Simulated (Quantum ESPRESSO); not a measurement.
# SnHf4Ta2Au: input and log of a self-consistent run

Computed values, not a measurement. The program is pw.x of Quantum ESPRESSO 7.5 (plane-wave density functional theory). The cell is made up: eight metal atoms on a hexagonal close-packed lattice, with elements, volume, strain and displacements drawn at random and not relaxed, so it may be unstable or far from any real phase. PseudoDojo standard norm-conserving files set the functional (PBE unless stated); there is no spin polarisation or spin-orbit coupling, the Fermi-Dirac width of 0.25 eV means electrons at about 2900 K, and the masses in the input are unused placeholders. The tin pseudopotential is less sure than most, with forces differing by about three percent from a second method on plain tin. Heavy elements are run without spin-orbit coupling, which real alloys of them have. A spin test at this wide smearing found no moment, but such smearing suppresses magnetism that the real alloy may have.

Input:

```
&control calculation='scf', pseudo_dir='./dojo.nc.sr.pbe.v0_5.standard.upf', outdir='./o', disk_io='minimal', tprnfor=.true., tstress=.true. /
&system ibrav=0, nat=8, ntyp=4, nbnd=70, ecutwfc=75.99759826, nosym=.true., tot_charge=0,
 occupations='smearing', smearing='fd', degauss=0.0183746611
/
&electrons conv_thr=1.470e-08, electron_maxstep=70, mixing_beta=0.5 /
ATOMIC_SPECIES
Au 1.0 Au.upf
Hf 1.0 Hf.upf
Sn 1.0 Sn.upf
Ta 1.0 Ta.upf
CELL_PARAMETERS angstrom
-3.0553 -0.0338 0.0408
0.1254 5.2839 -5.0209
0.0084 -5.3758 -5.1181
ATOMIC_POSITIONS angstrom
Sn -0.0834 0.0614 -0.0764
Hf -0.0503 1.7265 -2.4289
Hf 0.0999 0.0754 -5.1731
Ta 0.274 1.7562 -7.4604
Ta -1.44 -0.947 -2.5585
Hf -1.5993 -2.5568 -5.0541
Hf -1.5124 -1.0949 -7.6356
Au -1.2919 2.803 -4.8096
K_POINTS automatic
8 3 3 1 1 1
```

The log is shortened where brackets say so; the opening notice, blank lines, dates and the lines on written files are dropped, and the path of the files is cut. It prints rydbergs, bohrs and kilobars, and counts compression as positive stress. Its total energy is the free energy E - TS of the whole cell.

```
     Program PWSCF v.7.5
     Parallel version (MPI & OpenMP), running on       4 processor cores
     Number of MPI processes:                 4
     Threads/MPI process:                     1
     [start-up lines left out]
     bravais-lattice index     =            0
     lattice parameter (alat)  =       5.7745  a.u.
     unit-cell volume          =    1113.7667 (a.u.)^3
     number of atoms/cell      =            8
     number of atomic types    =            4
     number of electrons       =       107.00
     number of Kohn-Sham states=           70
     kinetic-energy cutoff     =      75.9976  Ry
     charge density cutoff     =     303.9904  Ry
     scf convergence threshold =      1.5E-08
     mixing beta               =       0.5000
     number of iterations used =            8  plain     mixing
     Exchange-correlation= PBE
                           (   1   4   3   4   0   0   0)
     [axes and pseudopotential details left out]
   Cartesian axes
     site n.     atom                  positions (alat units)
         1        Sn     tau(   1) = (  -0.0272927   0.0200932  -0.0250020  )
         2        Hf     tau(   2) = (  -0.0164607   0.5649987  -0.7948597  )
         3        Hf     tau(   3) = (   0.0326924   0.0246747  -1.6929016  )
         4        Ta     tau(   4) = (   0.0896667   0.5747180  -2.4414226  )
         5        Ta     tau(   5) = (  -0.4712413  -0.3099066  -0.8372714  )
         6        Hf     tau(   6) = (  -0.5233724  -0.8367151  -1.6539588  )
         7        Hf     tau(   7) = (  -0.4949343  -0.3583070  -2.4987570  )
         8        Au     tau(   8) = (  -0.4227754   0.9172843  -1.5739459  )
     number of k points=    36  Fermi-Dirac smearing, width (Ry)=  0.0184
                       cart. coord. in units 2pi/alat
        k(    1) = (  -0.0638804   0.0016250  -0.1013200), wk =   0.0555556
        k(    2) = (  -0.0633141   0.1909120   0.0978963), wk =   0.0555556
     [further k points left out]
     Dense  grid:    99549 G-vectors     FFT dimensions: (  36,  80,  80)
     Estimated max dynamical RAM per process >     311.93 MB
     Estimated total dynamical RAM >       1.15 GB
     Initial potential from superposition of free atoms
     starting charge     106.9891, renormalised to     107.0000
     Starting wfcs are   79 randomized atomic wfcs
     total cpu time spent up to now is        6.2 secs
     per-process dynamical memory:   234.8 Mb
     Self-consistent Calculation
     iteration #  1     ecut=    76.00 Ry     beta= 0.50
     Davidson diagonalization with overlap
     ethr =  1.00E-02,  avg # of iterations =  2.5
     total cpu time spent up to now is       18.2 secs
     total energy              =   -1164.23785619 Ry
     estimated scf accuracy    <       2.52504285 Ry
     iteration #  2     ecut=    76.00 Ry     beta= 0.50
     Davidson diagonalization with overlap
     ethr =  2.36E-03,  avg # of iterations =  3.1
     total cpu time spent up to now is       31.0 secs
     total energy              =   -1164.05952986 Ry
     estimated scf accuracy    <      16.84213312 Ry
     iteration #  3     ecut=    76.00 Ry     beta= 0.50
     Davidson diagonalization with overlap
     ethr =  2.36E-03,  avg # of iterations =  3.2
     total cpu time spent up to now is       42.5 secs
     total energy              =   -1165.52325745 Ry
     estimated scf accuracy    <       2.59064560 Ry
     iteration #  4     ecut=    76.00 Ry     beta= 0.50
     Davidson diagonalization with overlap
     ethr =  2.36E-03,  avg # of iterations =  1.3
     total cpu time spent up to now is       52.0 secs
     total energy              =   -1165.70956606 Ry
     estimated scf accuracy    <       0.55976901 Ry
     iteration #  5     ecut=    76.00 Ry     beta= 0.50
     Davidson diagonalization with overlap
     ethr =  5.23E-04,  avg # of iterations =  3.0
     total cpu time spent up to now is       63.0 secs
     total energy              =   -1165.74504949 Ry
     estimated scf accuracy    <       0.12889104 Ry
     [iterations 6 to 14 left out]
     iteration # 15     ecut=    76.00 Ry     beta= 0.50
     Davidson diagonalization with overlap
     ethr =  1.08E-08,  avg # of iterations =  1.8
     total cpu time spent up to now is      176.7 secs
     total energy              =   -1165.75802024 Ry
     estimated scf accuracy    <       0.00000243 Ry
     iteration # 16     ecut=    76.00 Ry     beta= 0.50
     Davidson diagonalization with overlap
     ethr =  2.27E-09,  avg # of iterations =  3.3
     total cpu time spent up to now is      188.0 secs
     total energy              =   -1165.75802052 Ry
     estimated scf accuracy    <       0.00000030 Ry
     iteration # 17     ecut=    76.00 Ry     beta= 0.50
     Davidson diagonalization with overlap
     ethr =  2.78E-10,  avg # of iterations =  4.7
     total cpu time spent up to now is      201.5 secs
     total energy              =   -1165.75802056 Ry
     estimated scf accuracy    <       0.00000005 Ry
     iteration # 18     ecut=    76.00 Ry     beta= 0.50
     Davidson diagonalization with overlap
     ethr =  5.01E-11,  avg # of iterations =  3.1
     total cpu time spent up to now is      212.5 secs
     total energy              =   -1165.75802056 Ry
     estimated scf accuracy    <       0.00000009 Ry
     iteration # 19     ecut=    76.00 Ry     beta= 0.50
     Davidson diagonalization with overlap
     ethr =  5.01E-11,  avg # of iterations =  2.1
     total cpu time spent up to now is      222.6 secs
     End of self-consistent calculation
     [lines on levels left out]
!    total energy              =   -1165.75802056 Ry
     estimated scf accuracy    <          8.8E-09 Ry
     smearing contrib. (-TS)   =      -0.11690850 Ry
     internal energy E=F+TS    =   -1165.64111207 Ry
     The total energy is F=E-TS. E is the sum of the following terms:
     one-electron contribution =    -292.71317237 Ry
     hartree contribution      =     194.61339824 Ry
     xc contribution           =    -269.51590716 Ry
     ewald contribution        =    -798.02543078 Ry
     convergence has been achieved in  19 iterations
     Forces acting on atoms (cartesian axes, Ry/au):
     atom    1 type  3   force =     0.00672487    0.00106544    0.02797160
     atom    2 type  2   force =     0.01291078   -0.02497362   -0.04002455
     atom    3 type  2   force =    -0.01693034    0.02949672    0.02824554
     atom    4 type  4   force =    -0.00461853    0.01308683   -0.02158177
     atom    5 type  4   force =     0.00151348   -0.01536054    0.00612318
     atom    6 type  2   force =     0.00435398   -0.02601530    0.03765293
     atom    7 type  2   force =     0.00301920    0.07241467    0.01213168
     atom    8 type  1   force =    -0.00697343   -0.04971419   -0.05051861
     Total force =     0.136732     Total SCF correction =     0.000523
     Computing stress (Cartesian axis) and pressure
          total   stress  (Ry/bohr**3)                   (kbar)     P=       22.71
   0.00010994  -0.00011308   0.00001029           16.17      -16.63        1.51
  -0.00011308   0.00018957  -0.00014028          -16.63       27.89      -20.64
   0.00001029  -0.00014028   0.00016354            1.51      -20.64       24.06
     init_run     :      5.50s CPU      6.05s WALL (       1 calls)
     electrons    :    211.94s CPU    216.48s WALL (       1 calls)
     forces       :      2.38s CPU      2.42s WALL (       1 calls)
     stress       :      7.97s CPU      8.14s WALL (       1 calls)
     [timing details left out]
     PWSCF        :   3m47.91s CPU   3m53.30s WALL
     JOB DONE.
```

In other units: free energy -15860.946 eV for the cell, pressure 2.27 GPa, largest force component 1.862 eV/Å in size. The run took 235 s of wall time with four MPI processes on a shared machine (Intel Xeon, 2023 or later, virtual cores), so the time is rough. A rerun of this cell at a higher cutoff and on a denser mesh moved values by no more than 0.002 eV in energy, 0.08 GPa in stress and 0.009 eV/Å in force, and a second program with other atomic files agreed on that cell to 2 % rms in force and 0.5 GPa in pressure.